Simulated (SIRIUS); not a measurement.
Input and output of a self-consistent single point for Ag (P1, 8 atoms in the cell; from Materials Project mp-8566, changed as shown) (SIRIUS).

All values come from this method and carry its errors: LDA (PW92), GBRV LDA ultrasoft pseudopotentials (plane waves; SIRIUS).

The change in words: atoms moved at random. Reference geometry (P6_3/mmc):
```xyz
8
Lattice="2.9432 0.0000 0.0000 0.0000 5.0977 0.0000 0.0000 0.0000 9.5678" Properties=species:S:1:pos:R:3 pbc="T T T"
Ag     0.0000     0.0000     0.0000
Ag     0.0000     0.0000     4.7839
Ag     0.0000     1.6992     2.3920
Ag     1.4716     0.8496     7.1759
Ag     1.4716     2.5488     0.0000
Ag     1.4716     2.5488     4.7839
Ag     1.4716     4.2481     2.3920
Ag     0.0000     3.3985     7.1759
```

Reference input (self-consistent single point, DFT, LDA (PW92), plane waves, GBRV LDA ultrasoft pseudopotentials): parameters.ngridk = 6 4 2; parameters.xc_functionals = [XC_LDA_X, XC_LDA_C_PW]; parameters.gk_cutoff = 6.325 1/bohr; parameters.pw_cutoff = 14.143 1/bohr; parameters.smearing = fermi_dirac; parameters.smearing_width = 0.00367493 Ha; potentials = GBRV LDA ultrasoft pseudopotentials; parameters.electronic_structure_method = pseudopotential; parameters.num_bands = 91; parameters.num_mag_dims = 0; parameters.num_dft_iter = 100; parameters.energy_tol = 1e-07 Ha. This run's input differs from it in these lines:

```diff
@@ -44,10 +44,10 @@
       "Ag": [
-        [0.0, 0.0, 0.0],
-        [0.0, 0.0, 4.7839055],
-        [0.0, 1.6992279674, 2.39195275],
-        [1.471576, 0.8496165326, 7.17585825],
-        [1.471576, 2.5488445, 0.0],
-        [1.471576, 2.5488445, 4.7839055],
-        [1.471576, 4.2480724674, 2.39195275],
-        [0.0, 3.3984610326, 7.17585825]
+        [-0.0094180864, 0.0104298717, -0.0786761099],
+        [-0.0340287234, 0.020701715, 4.8521431281],
+        [-0.0018541858, 1.7369559637, 2.4191061976],
+        [1.5309305464, 0.8422860558, 7.1118974335],
+        [1.4701073672, 2.5513066838, -0.0081422072],
+        [1.4146760424, 2.4617861673, 4.8293717379],
+        [1.5046423127, 4.2777461151, 2.3846812136],
+        [0.0112487269, 3.3918544276, 7.1930516064]
       ]
```

Output (repeated stretches shortened):

```
[find] density tolerance         : 1e-06
[find] total energy tolerance    : 1e-07
[find] iter_solver_tol (initial) : 0.01
[find] iter_solver_tol (target)  : 1e-13
[find] num_dft_iter              : 100
Charges and magnetic moments
--------------------------------------------------------------------------------
total charge          : 152.000000
[find] | SCF iteration   0 out of 100|
[diagonalize] iterative solver tolerance (occupied, empty): 0.01 0.01
[diagonalize] average number of iterations: 2
[find] Charges and magnetic moments
[find] total charge          : 152.000000
[find] Energy
   [... lines left out ...]

[find] Charges and magnetic moments
[find] total charge          : 152.000000
[find] Energy
[find] smearing (-TS)                 :      -0.00259570
[find] Total energy                   :   -1182.85903316 (Ha),   -2365.71806632 (Ry)
[find] Free energy (E-TS)             :   -1182.86162886 (Ha),   -2365.72325772 (Ry)
[find] band gap (eV)                  :       0.00000000
[find] Efermi                         :       0.58367672
[find] iteration : 15, RMS (target) : 5.1239e-07 (1.0000e-06) , energy difference (target) : -1.6030e-10 (1.0000e-07)
[find] bands are converged : true
[find] iterative solver converged : true
[find] converged after 16 SCF iterations!
[find] Charges and magnetic moments
[find] total charge          : 152.000000
[find] Energy
[find] smearing (-TS)                 :      -0.00259570
[find] Total energy                   :   -1182.85903316 (Ha),   -2365.71806632 (Ry)
[find] Free energy (E-TS)             :   -1182.86162886 (Ha),   -2365.72325772 (Ry)
[find] band gap (eV)                  :       0.00000000
[find] Efermi                         :       0.58367672
[ground_state] === stress tensor components [kbar] ===
[ground_state] === stress_total ===
[ground_state]   109.855771    0.616729    0.484863
[ground_state]     0.616729  142.637246   -0.138402
[ground_state]     0.484863   -0.138402  122.712864
[ground_state] ==== total Forces in Ha/bohr =====
   [... lines left out ...]
[ground_state] atom:    3, force:      -0.0027313      0.0005176      0.0082434
[ground_state] atom:    4, force:      -0.0000797     -0.0005204      0.0013728
[ground_state] atom:    5, force:       0.0013263      0.0087248     -0.0039612
[ground_state] atom:    6, force:      -0.0012272      0.0004161      0.0009723
[ground_state] atom:    7, force:       0.0002397     -0.0009389     -0.0012483
```

The run converged in 16 iterations. SIRIUS prints the stress tensor with tension positive. Against the reference run the free energy goes up by 9.1 meV/atom, the pressure goes from -12.96 to -12.51 GPa and the largest force goes from 0.001 to 0.566 eV/Å.

The structure comes from a collection of computed structures, made at another level of theory; the collection holds predicted forms beside known ones. Its lattice was then scaled. No clean gap shows at this smearing width and mesh (spacing up to 0.36 Å⁻¹); the mesh is coarse for partly filled bands, so the values carry mesh errors.

Cost on one core: about 4 core-minutes (a rough figure).
